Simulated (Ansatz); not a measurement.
A relaxed cell of Ti (Im-3m (No. 229)), relaxed on a k-mesh at least as fine as the one used below. Calculation: PBEsol (plane waves to 420 eV, PAW, scalar-relativistic; Ansatz, a program for electronic structure). Γ-centred k-mesh 7×14×14 on the run's cell (coarser than for final values), Fermi–Dirac smearing 0.05 eV.

```
CELL_PARAMETERS angstrom
     -3.20952     3.20952     3.20952
      1.60476    -1.60476     1.60476
      1.60476     1.60476    -1.60476
ATOMIC_POSITIONS crystal
  Ti 0.00000 0.00000 0.00000
  Ti 0.50000 0.00000 0.00000
```

The atoms are displaced along an unstable phonon of this cell by (Å):

| atom | ux | uy | uz |
|---|---|---|---|
| Ti1 | 0.000 | 0.106 | -0.106 |
| Ti2 | 0.000 | -0.106 | 0.106 |

### Question
What forces (eV/Å) and pressure result?

### Answer
```tsv
atom	Fx	Fy	Fz
Ti1	0.00	0.19	-0.19
Ti2	0.00	-0.19	0.19
```

Pressure +0.4 GPa.

### Question
Estimate the energy cost of the displacement in the harmonic approximation and compare with the calculation.

### Answer
For a harmonic well ΔE = −½ Σ F·u = -0.040 eV a cell, or -20 meV/atom. The calculated energy relative to the undisplaced cell is -0.04 eV/atom, so anharmonic terms matter at this amplitude.

The undisplaced cell is probably no minimum: from this displacement the run went on to P6₃/mmc (No. 194), 0.10 eV/atom below it.

No spin polarisation in the result.
